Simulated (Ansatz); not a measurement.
Phonon spectrum of Si5C3

Level of theory: DFT PBE, scalar-relativistic, plane waves, PAW in Ansatz 0.2.0. Cutoff 420 eV, 10×10×4 k-points (Γ-centred), Gaussian smearing of 0.10 eV. No spin polarisation. Phonons by linear response, acoustic sum rule imposed.

Equilibrium structure at this level:
```yaml
crystal:
  lattice:
    - [3.21303, 0.00000, 0.00000]
    - [0.00000, 3.21303, 0.00000]
    - [0.00000, 0.00000, 9.57524]
  atoms:
    - { symbol: Si, position: [0.50000, 0.00000, 0.38901] }
    - { symbol: Si, position: [0.00000, 0.50000, 0.16921] }
    - { symbol: Si, position: [0.50000, 0.00000, 0.83079] }
    - { symbol: Si, position: [0.00000, 0.50000, 0.61099] }
    - { symbol: Si, position: [0.00000, 0.00000, 0.00000] }
    - { symbol: C, position: [0.50000, 0.50000, 0.27780] }
    - { symbol: C, position: [0.50000, 0.50000, 0.72220] }
    - { symbol: C, position: [0.00000, 0.00000, 0.50000] }
```

The structure comes from a proposed guess, relaxed at this level; another structure or a mixture of phases may lie lower. In a metal, frequencies and elastic constants depend on the k mesh and the smearing, soft modes and shear constants most. The q mesh is coarse, so values between its points are rough.

Force constants from linear response on a 2×2×1 q mesh.

Path: Γ–X–M–Γ–Z–R–A–Z | X–R | M–A. Only the points of the 2×2×1 mesh were computed; the rest is interpolation, which is rough on so few points. On the mesh no mode is imaginary. Distance along the path (Å⁻¹), then the branches (cm⁻¹, negative for imaginary):
```
0.000  0 0 0 147 147 225 225 313 313 320 329 451 451 521 530 679 679 705 717 717 746 746 755 761
0.244  69 72 114 148 170 222 224 308 311 353 367 450 451 518 529 681 685 700 716 726 735 746 755 763
0.489  110 136 162 166 211 226 244 305 338 409 426 448 453 515 526 686 691 700 715 715 724 746 756 771
0.733  114 148 183 185 241 247 292 310 363 412 446 464 496 516 530 691 691 698 707 710 713 746 766 776
0.978  112 153 175 190 266 272 296 324 361 400 446 487 508 523 532 690 693 693 706 708 712 746 772 776
1.222  121 160 180 221 288 288 295 323 376 412 447 483 505 519 525 688 690 695 703 704 718 738 774 774
1.467  137 170 188 269 295 309 334 340 405 440 449 477 500 510 512 684 684 692 699 703 715 719 773 778
1.711  154 171 184 288 322 329 362 377 401 446 456 477 494 518 518 681 682 685 692 698 704 706 777 779
1.956  169 169 172 292 355 355 364 365 388 455 455 468 491 529 534 680 683 684 686 686 703 703 779 779
2.301  150 165 186 271 313 321 368 372 402 437 454 482 495 499 515 682 683 685 699 700 707 708 776 778
2.647  125 135 178 189 281 288 339 354 370 406 409 463 477 501 516 684 696 701 704 704 721 730 768 770
2.993  82 94 132 168 192 231 236 324 327 368 369 446 458 515 527 683 689 697 716 727 730 742 756 763
3.338  0 0 0 147 147 225 225 313 313 320 329 451 451 521 530 679 679 705 717 717 746 746 755 761
3.420  26 26 43 144 144 225 225 289 314 314 358 451 451 511 537 679 679 706 717 717 746 746 754 760
3.502  51 51 86 136 136 224 224 252 314 314 389 451 451 493 544 679 679 708 717 717 746 746 754 759
3.584  73 73 125 125 127 214 223 223 316 316 418 451 451 473 549 679 679 711 717 717 746 746 754 757
3.666  84 84 117 117 156 186 223 223 316 316 437 451 451 456 550 679 679 712 717 717 746 746 756 756
3.911  74 103 108 123 191 225 232 269 312 331 430 447 450 477 546 681 684 704 716 726 735 746 751 762
4.155  95 114 134 154 232 236 303 323 333 336 444 448 463 504 533 686 692 701 715 716 722 746 755 771
4.400  114 146 170 184 246 264 288 306 374 401 446 459 499 518 529 691 692 697 709 710 713 746 766 775
4.644  113 169 193 193 264 272 273 282 400 420 446 474 490 530 535 690 693 693 707 710 712 746 771 776
4.889  118 166 188 212 283 287 297 311 396 422 443 470 494 525 529 688 690 696 703 705 718 738 773 774
5.133  134 166 184 246 307 322 348 356 392 432 443 469 502 513 515 683 684 693 699 703 715 719 773 778
5.378  153 170 180 279 334 342 362 367 395 447 455 486 493 511 520 679 681 688 691 696 706 707 777 779
5.622  168 172 172 301 347 351 351 360 400 457 457 487 487 523 529 678 680 686 686 688 704 704 779 779
5.968  151 161 187 270 300 330 373 385 390 442 449 491 492 495 513 679 684 688 698 699 707 710 777 777
6.313  138 138 174 216 250 273 344 357 377 392 428 461 484 488 517 684 696 701 704 706 718 731 768 771
6.659  70 115 127 143 218 223 275 278 330 334 427 437 469 477 541 683 688 701 716 728 731 739 754 764
7.005  84 84 117 117 156 186 223 223 316 316 437 451 451 456 550 679 679 712 717 717 746 746 756 756
7.046  112 153 176 190 266 272 295 322 364 401 446 486 507 524 532 690 693 693 707 708 712 746 772 776
7.128  112 157 180 191 266 272 289 308 377 406 446 483 502 526 533 690 693 693 707 709 712 746 772 776
7.210  113 164 187 192 264 272 280 293 390 414 446 479 495 529 534 690 693 693 707 710 712 746 771 776
7.292  113 168 192 193 264 272 274 283 398 419 446 475 491 530 535 690 693 693 707 710 712 746 771 776
7.333  169 169 172 292 355 355 364 365 388 455 455 468 491 529 534 680 683 684 686 686 703 703 779 779
7.415  169 169 171 293 354 354 362 364 390 455 455 470 490 529 532 680 681 685 686 686 703 703 779 779
7.497  170 170 170 296 353 353 356 362 395 456 456 477 489 529 529 680 680 686 686 687 703 703 779 779
7.579  168 172 172 299 350 351 351 361 398 457 457 484 487 525 529 679 680 686 686 688 704 704 779 779
7.661  168 172 172 301 347 351 351 360 400 457 457 487 487 523 529 678 680 686 686 688 704 704 779 779
```
